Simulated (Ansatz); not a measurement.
HfS2:
```yaml
crystal:
  lattice:
    - [3.65206, 0.00000, 0.00000]
    - [-1.82603, 3.16278, 0.00000]
    - [0.00000, 0.00000, 6.86278]
  atoms:
    - { symbol: Hf, position: [0.00000, 0.00000, 0.00000] }
    - { symbol: S, position: [0.66667, 0.33333, 0.78924] }
    - { symbol: S, position: [0.33333, 0.66667, 0.21076] }
```

Relaxed with PBE. Special points in fractions of this cell's reciprocal vectors: Γ (0.000, 0.000, 0.000); M (0.500, 0.000, 0.000); K (0.333, 0.333, 0.000); A (0.000, 0.000, 0.500); L (0.500, 0.000, 0.500); H (0.333, 0.333, 0.500).

Problem. List the band energies nearest the valence-band maximum at these points for PBE (plane waves, PAW; program Ansatz).

Solution. In eV from the valence-band maximum; about four levels below and three above (degenerate sets whole), none deeper than 8.9 eV; points with the same levels are listed once.

```
k                          below           above
-  -----------------------------  --------------
Γ    -2.61 -2.61 -0.47 0.00 0.00  2.07 2.07 2.71
M        -2.37 -2.25 -1.40 -1.08  1.34 4.08 4.12
K  -3.36 -3.36 -1.86 -1.86 -1.70  2.75 3.68 3.68
A  -2.60 -2.60 -1.17 -0.02 -0.02  2.06 2.06 2.92
L        -2.39 -2.23 -1.11 -1.04  1.25 4.08 4.13
H  -3.40 -3.40 -1.80 -1.78 -1.78  2.80 3.55 3.55
```

Space group P-3m1 (CdI2 type). The cell was relaxed with PBE under the symmetry of its start. The run is not spin-polarised. The volume lies over 15 % above that of the usual cell of this phase: another minimum, or an error of the functional. A crystal of weakly bound layers computed without a dispersion correction: the cell and the soft elastic constants depend strongly on that. Scalar-relativistic: spin–orbit coupling is off unless named, which matters more the heavier the elements.

Potentials: the earlier of the program's two PAW sets.
